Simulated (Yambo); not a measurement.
One stored BSE kernel of dimension 1296 for RbH (rock salt, space group Fm-3m, No. 225) (Yambo, PBEsol bands; 6×6×6 mesh, 1 valence and 6 conduction bands, static screening with 24 bands and a 4 Ry block, scissor 2.54 eV, Tamm-Dancoff; broadening 0.15 eV; field along x), solved in several ways.

```csv
solver,iterations,largest change of Im ε (% of its maximum),rough time
"Haydock, threshold 2 %",13,20,within a factor of two
"Haydock, threshold 0.5 %",16,12,within a factor of two
"Haydock, threshold 0.1 %",29,2.1,within a factor of two
"Haydock, threshold 0.005 %",50,0.3,1
"SLEPc, lowest 10 states",–,no full spectrum,within a factor of two
"SLEPc, lowest 60 states",–,no full spectrum,within a factor of two
full diagonalisation,–,reference,about 7×
```

Haydock gives the spectrum without eigenstates, SLEPc the lowest states alone, full diagonalisation everything at a cost that grows as the cube of the dimension. Times include reading the kernel. Times are rough ratios from shared machines. Mesh and scissor weren't tested; the rows compare only with each other.

Geometry of the Materials Project entry, not relaxed at this level; primitive cell a = 4.248 Å, b = 4.248 Å, c = 4.248 Å, α = 60.00°, β = 60.00°, γ = 60.00°.
